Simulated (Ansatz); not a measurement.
A: Te (trigonal-Te type, space group P3_121), a = 4.521 Å, b = 4.521 Å, c = 5.955 Å, α = 90.00°, β = 90.00°, γ = 120.00°
B: TiSi2 (C49 type, space group Cmcm), a = 3.5459 Å, b = 13.5650 Å, c = 3.5797 Å, α = β = γ = 90.00°
C: MoSi₂ (MoSi2 type, space group I4/mmm), a = b = 3.217 Å, c = 7.873 Å, α = β = γ = 90.00°

Scan: energy against volume (even scaling of the relaxed cell, symmetry kept). All come from one method, each on a k mesh of its own. All were relaxed with their symmetry unable to fall. MoSi2 is run without spin polarisation. Spin-orbit coupling is left out. The PAW data are Ansatz's earlier set. This is one of several known forms of TiSi2; the measured ambient cells at hand have space group No. 70. TiSi2 is run without spin polarisation.

Problem. Rank these by bulk modulus at fixed cell shape (fitted) (highest first), as PBE (plane waves to 420 eV, PAW, scalar-relativistic; Ansatz, a quantum-chemistry and plane-wave program) gives it.

Solution. C (205 GPa), B (133 GPa), A (23.2 GPa)

(A scan under strain: stresses follow from slopes of the energy per volume, elastic moduli from its curvatures.)
